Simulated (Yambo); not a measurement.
Yambo run on CdZnS₂ (space group P3m1, No. 156). The wavefunctions come from this Quantum ESPRESSO step (PBEsol, PseudoDojo standard norm-conserving files, scalar-relativistic):

```
&CONTROL
  calculation = 'nscf'
  pseudo_dir = './pseudo'
  outdir = './out'
/
&SYSTEM
  ibrav = 0
  nat = 4
  ntyp = 3
  ecutwfc = 102.0
  ecutrho = 408.0
  occupations = 'fixed'
  force_symmorphic = .true.
  nbnd = 180
/
&ELECTRONS
  conv_thr = 4e-09
  diago_full_acc = .true.
  diago_thr_init = 1e-08
/
ATOMIC_SPECIES
S 32.0600 S.upf
Zn 65.3800 Zn.upf
Cd 112.4140 Cd.upf
CELL_PARAMETERS angstrom
  3.935671672040   0.000000000000   0.000000000000
 -1.967835836020   3.408391648942   0.000000000000
  0.000000000000   0.000000000000   6.518469834000
ATOMIC_POSITIONS crystal
S   0.333333333000   0.666666667000   0.891993639500
S  -0.000000000000   0.000000000333   0.354011726600
Zn  -0.000000000000   0.000000000333   0.999061454200
Cd   0.333333333000   0.666666667000   0.506923179700
K_POINTS automatic
3 3 2 0 0 0
```

Yambo input:

```
rim_cut
gw0
dyson
el_el_corr
HF_and_locXC
ppa
em1d
RandQpts= 1000000
RandGvec= 1 Ry
EXXRLvcs= 102 Ry
VXCRLvcs= 408 Ry
Chimod= "HARTREE"
% BndsRnXp
 9 | 179 |
%
NGsBlkXp= 8 Ry
% LongDrXp
 1.0 | 1.0 | 1.0 |
%
PPAPntXp= 27.2114 eV
% GbndRnge
 1 | 179 |
%
GTermKind= "BG"
DysSolver= "n"
ExtendOut
% QPkrange
 1 | 1 | 26 | 27 |
 2 | 2 | 26 | 27 |
 5 | 5 | 26 | 27 |
 6 | 6 | 26 | 27 |
%
```

k points by index: 1 = Γ, 2 = A, 5 = K, 6 = H.

Table of the .qp output:

```
#    K-point    Band    Eo [eV]    E [eV]    E-Eo [eV]    Vxc [eV]    Vnlxc [eV]    Sc|Eo [eV]    Sc|E [eV]    dSc/dw|Eo [eV]    Re(Z)    Im(Z)
#
    1    26    0.000000    -0.846080    -0.846080    -15.63933    -18.85049    2.133529    2.365081    -7.446191    0.785147    -0.001378
    1    27    1.329626    1.687655    0.358029    -11.28560    -6.975356    -3.868859    -3.952215    -6.333413    0.811193    -0.001265
    2    26    -0.258197    -1.105510    -0.847313    -15.01888    -18.25570    2.157510    2.389512    -7.449780    0.785066    -0.001391
    2    27    2.673717    3.072709    0.398992    -11.59668    -6.986928    -4.116018    -4.210764    -6.459831    0.808148    -0.001289
    5    26    -1.906560    -2.811751    -0.905190    -14.09932    -17.66246    2.409609    2.657956    -7.464704    0.784728    -0.001435
    5    27    4.040247    4.259139    0.218892    -9.804217    -5.764719    -3.773063    -3.820606    -5.907175    0.821634    -0.001267
    6    26    -1.338032    -2.190092    -0.852060    -14.00913    -17.29275    2.195700    2.431559    -7.531378    0.783222    -0.001432
    6    27    4.099961    4.670675    0.570714    -12.17378    -7.362869    -4.106049    -4.240194    -6.394617    0.809716    -0.001292
```
(The two width columns are left out.) Convergence of these settings isn't established.

Spin-orbit coupling is not included.

Geometry relaxed with PBEsol.

The structure is a Materials Project entry; no match was found in the copy of COD used, and its stability was not checked.
